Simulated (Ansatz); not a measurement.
An elastic tensor (GPa, Voigt order, standard axes) from the program Ansatz at the LDA level (PAW):

```
 113  57.0  57.0   0.0   0.0   0.0
57.0   113  57.0   0.0   0.0   0.0
57.0  57.0   113   0.0   0.0   0.0
 0.0   0.0   0.0  53.8   0.0   0.0
 0.0   0.0   0.0   0.0  53.8   0.0
 0.0   0.0   0.0   0.0   0.0  53.8
```

Q: Which compound is it?
A) BP, zinc blende
B) AlAs, zinc blende
C) BN, zinc blende
D) AlNi, CsCl type

A: B, AlAs, zinc blende

Space group F-43m (zinc blende). The LDA relaxation kept the symmetry of its start; phonons on a q-mesh show no instability.

Potentials: the earlier of the program's two PAW sets.
